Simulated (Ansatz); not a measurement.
Is this NaLi5 structure stable?

The structure comes from a generated guess, relaxed at this level; another structure or a mixture of phases may lie lower.

These are results of DFT PBE, scalar-relativistic, plane waves, PAW in Ansatz 0.2.0, not measurements. Settings of the last relaxation (6-atom cell): 420 eV, 8×8×8 k points, Gaussian smearing of 0.10 eV, no spin polarisation.

```yaml
crystal:
  lattice:
    - [2.65964, -5.04765, 0.00000]
    - [2.65964, 5.04765, 0.00000]
    - [-0.02580, 0.00000, 5.14487]
  atoms:
    - { symbol: Na, position: [0.97140, 0.97140, 0.99973] }
    - { symbol: Li, position: [0.64175, 0.30310, 0.99980] }
    - { symbol: Li, position: [0.30310, 0.64175, 0.99980] }
    - { symbol: Li, position: [0.67404, 0.03202, 0.49979] }
    - { symbol: Li, position: [0.03202, 0.67404, 0.49979] }
    - { symbol: Li, position: [0.37610, 0.37610, 0.49983] }
```

The zero of energy is the elements' standard structures at the same level; no fitted shifts are applied.

**Question.** These tests were run: energy against the elements; phonons on a 2×2×1 q mesh. What do they show?

**Answer.**

```tsv
test	result
energy against the elements	+0.03 eV/atom
phonons on a 2×2×1 q mesh	no imaginary mode on the mesh
```

It fails one test: energy against the elements. It may still be a metastable minimum.

For metals, differences of a few meV/atom aren't resolved. The run for the phonons used an 8×8×8 k mesh and Fermi–Dirac smearing of 0.15 eV.
